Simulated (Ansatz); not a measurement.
A geometry of Nb away from equilibrium: the start of the relaxation of a relaxed Nb cell displaced along its unstable phonon at q = Γ (73i cm⁻¹), largest move 0.15 Å. Level of theory: PBEsol (plane waves to 420 eV, PAW, scalar-relativistic; Ansatz, an electronic-structure program). Γ-centred k-mesh 13×13×6 on the run's cell (coarser than for final values), Fermi–Dirac smearing 0.05 eV.

```xyz
2
Lattice="2.8326 0.0000 0.0000 -1.4163 2.4531 0.0000 0.0000 0.0000 5.1905" Properties=species:S:1:pos:R:3:forces:R:3 pbc="T T T" free_energy=-8990.354 pressure_GPa=-0.3
Nb     0.0000     1.4854     1.2976    0.0000   -0.3367    0.0000
Nb     1.4163     0.9677     3.8928    0.0000    0.3367    0.0000
```

Positions in Å, forces in eV/Å, free energy of the cell in eV (comparable only within this code, potentials and settings). Largest force: 0.34 eV/Å, on Nb1, Nb2 (atoms numbered as listed); the geometry lies 0.29 eV/atom above the end of its relaxation.

No spin polarisation in the result.

The run could not lose the symmetry of its start.

Of the parent cell (P6₃/mmc (No. 194)): it is a generated cell of Nb: the first start was made by placing the elements on the sites of a structure type, and the end was not matched to a known phase here, so it may be hypothetical. Known forms of Nb include space group No. 229.
